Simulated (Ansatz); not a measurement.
TaTe:
```
TaTe
1.0
    0.00000     2.84949     2.84949
    2.84949     0.00000     2.84949
    2.84949     2.84949     0.00000
Ta Te
1 1
Direct
  0.00000   0.00000   0.00000
  0.50000   0.50000   0.50000
```

Relaxed with PBE. Special points in fractions of this cell's reciprocal vectors: Γ (0.000, 0.000, 0.000); X (0.500, 0.000, 0.500); U (0.625, 0.250, 0.625); K (0.375, 0.375, 0.750); L (0.500, 0.500, 0.500); W (0.500, 0.250, 0.750).

Q: List the band energies nearest the Fermi level at these points for plane-wave PAW PBE with spin–orbit coupling (Ansatz code).

A: In eV from the Fermi level; about four levels below and three above (degenerate sets whole), none deeper than 8.9 eV; points with the same levels are listed once.

```tsv
k	below	above
Γ	-0.93 -0.93 -0.93 -0.93	1.95 1.95 5.94 5.94
X	-0.47 -0.47 -0.17 -0.17	0.88 0.88 1.26 1.26
U	-4.33 -4.33 -1.60 -1.60	0.46 0.46 0.81 0.81
L	-5.00 -5.00 -4.71 -4.71	0.18 0.18 0.36 0.36
W	-0.02 -0.02 -0.02 -0.02	1.00 1.00 1.72 1.72
```

Space group Fm-3m (rock salt). The start of the workflow was typed in or built on a structure type; neither database checked (COD, Materials Project) lists it. Its standing as an ambient phase is unchecked. The PBE relaxation kept the symmetry of its start; its stability against distortions is not shown here. No spin polarisation was allowed. Its formation energy is positive at this level, so the cell may be metastable or incomplete. With an odd number of electrons in the cell and no spin polarisation, the count alone makes it a metal.

Potentials: the earlier of the program's two PAW sets.
